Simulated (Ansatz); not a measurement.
An ordered 8-atom cell of In₃GaAs₄ on the zincblende lattice (I-42m), relaxed with r2SCAN. It is tetragonal, I-42m (No. 121); a = 6.000 Å, c = 11.981 Å in the conventional setting, 26.95 Å³ an atom. Ga is surrounded by 4 As at 2.47 Å; As is surrounded by 1 Ga at 2.47 Å and 3 In at 2.63–2.65 Å; In is surrounded by 4 As at 2.63 Å; In is surrounded by 4 As at 2.65 Å.

3 runs of Ansatz on this cell differ in the functional (and in the settings that go with it). Levels are in eV from each run's valence top; v1 is the last filled band, c1 the first empty one.

Run A, mean stress +0.1 GPa (compression positive):

| point | v2 | v1 | c1 | c2 |
| --- | --- | --- | --- | --- |
| Γ | 0.00 | 0.00 | 0.52 | 2.12 |
| X | -0.98 | -0.88 | 1.46 | 1.70 |
| P | -1.02 | -0.89 | 2.33 | 2.47 |

Run B, mean stress +2.2 GPa (compression positive):

| point | v2 | v1 | c1 | c2 |
| --- | --- | --- | --- | --- |
| Γ | -0.03 | 0.00 | 0.00 | 1.57 |
| X | -0.90 | -0.81 | 0.79 | 1.01 |
| P | -0.93 | -0.82 | 1.63 | 1.77 |

Run C, mean stress 0.0 GPa (compression positive):

| point | v2 | v1 | c1 | c2 |
| --- | --- | --- | --- | --- |
| Γ | 0.00 | 0.00 | 0.23 | 1.84 |
| X | -0.93 | -0.83 | 1.13 | 1.38 |
| P | -0.96 | -0.84 | 1.97 | 2.09 |

Problem. Match the runs to PBE, r2SCAN, HSE06.

Solution. A is HSE06, B is PBE, C is r2SCAN. In order of the gap: PBE 0, r2SCAN 0.23, HSE06 0.52 eV.

All values are calculated for a non-magnetic cell, which may be hypothetical.

No spin-orbit coupling is included; it can move band edges with weight on the heavy atoms by tenths of an eV.

The program warns that its thresholds are loose for a hybrid's stress.
